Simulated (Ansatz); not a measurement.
Input and command of a plane-wave DFT calculation in Ansatz:

```yaml
crystal:
  lattice:
    - [-0.0505995, 2.02398, 2.02398]
    - [2.02398, -0.0505995, 2.02398]
    - [1.9733805, 1.9733805, 0.0]
  atoms:
    - { symbol: Al, position: [0.0, 0.0, 0.0] }
basis:
  ecutwfc: 420
kpoints:
  mp_grid: { grid: [20, 20, 20] }
hamiltonian:
  xc: pbesol
scf:
  occupations: { method: gaussian, width: 0.15 }
output:
  forces: true
  stress: true
  eigenvalues: true
```

```bash
ansatz run input.yaml --threads 1 --pin off --max-ram 2560MiB --backend cpu --events-out ev --progress --plain --runs-dir out
```

Processor: Arm Neoverse N1, 1 thread, on a host shared with other jobs.

**Question.** How long does it run, and how much memory does it take?

**Answer.** About 11 s on 1 thread of Arm Neoverse N1, with other jobs on the host, peak memory 0.41 GiB. It solves 6 bands at 1166 k points (the mesh reduced by the symmetry that the task leaves, which can be less than the crystal's) with about 331 plane waves, in 6 SCF iterations.
